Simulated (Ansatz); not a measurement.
## Cu3O, before and after

The guess for Cu3O was made by a generator: random cell by space group and Wyckoff sites (Im-3m, No. 229). The dimensions are guesses.

start.cif

```cif
data_structure
_symmetry_space_group_name_H-M 'Im-3m'
_symmetry_Int_Tables_number 229
_cell_length_a 4.7584
_cell_length_b 4.7584
_cell_length_c 4.7584
_cell_angle_alpha 90.000
_cell_angle_beta 90.000
_cell_angle_gamma 90.000
_cell_volume 107.74
loop_
_atom_site_label
_atom_site_type_symbol
_atom_site_symmetry_multiplicity
_atom_site_Wyckoff_symbol
_atom_site_fract_x
_atom_site_fract_y
_atom_site_fract_z
_atom_site_occupancy
Cu1 Cu 6 b 0.50000 0.00000 0.00000 1
O1 O 2 a 0.00000 0.00000 0.00000 1
```

All numbers below come from DFT PBE, scalar-relativistic, plane waves, PAW in Ansatz. Cutoff 420 eV, Gaussian smearing, Γ-centred meshes. Cell and atoms relax first on a coarse mesh and then on a finer one. In between, the cell is made exact in the group found at 0.06 Å. In metals the finer mesh still leaves noise of several meV/atom or more. The steps can't lower the symmetry of their start. Collinear spin, starting moments Cu 1.0 (×3) μB; they died out on the coarse mesh, so the last step has no spin.

end.cif

```cif
data_structure
_symmetry_space_group_name_H-M 'Im-3m'
_symmetry_Int_Tables_number 229
_cell_length_a 4.6307
_cell_length_b 4.6307
_cell_length_c 4.6307
_cell_angle_alpha 90.000
_cell_angle_beta 90.000
_cell_angle_gamma 90.000
_cell_volume 99.30
loop_
_atom_site_label
_atom_site_type_symbol
_atom_site_symmetry_multiplicity
_atom_site_Wyckoff_symbol
_atom_site_fract_x
_atom_site_fract_y
_atom_site_fract_z
_atom_site_occupancy
Cu1 Cu 6 b 0.50000 0.00000 0.00000 1
O1 O 2 a 0.00000 0.00000 0.00000 1
```

The symmetry stays Im-3m (No. 229). The volume per atom shrinks by 7.8 %, from 13.5 to 12.4 Å³. The shortest distance goes from 2.38 Å (Cu–O and Cu–Cu) to 2.32 Å (Cu–O and Cu–Cu).

```
Volume per atom                             : 12.41 Å³
Density                                     : 6.91 g/cm³
Energy over the elements                    : +0.42 eV/atom
Gap on the 14×14×14 mesh of the 4-atom cell : 0 eV (a metal)
```

The zero of energy is the elements' standard structures at the same level (O₂ as a molecule); no fitted shifts are applied. The separate elements lie lower, so it is unstable against them.

The last run used Gaussian smearing of 0.10 eV. An odd number of electrons in the primitive cell allows no gap without spin; a larger cell or a magnetic state could open one. No Hubbard U is applied to the 3d shell of Cu. Symmetry constrained the relaxation, so the result can be a saddle point. In all, the 3 runs took 55 s on 1 thread of Arm Neoverse V2, on a shared host. Another cell of Cu3O relaxed alike, in Pm-3m, lies 222 meV/atom lower, so this cell isn't the stable form at this level.
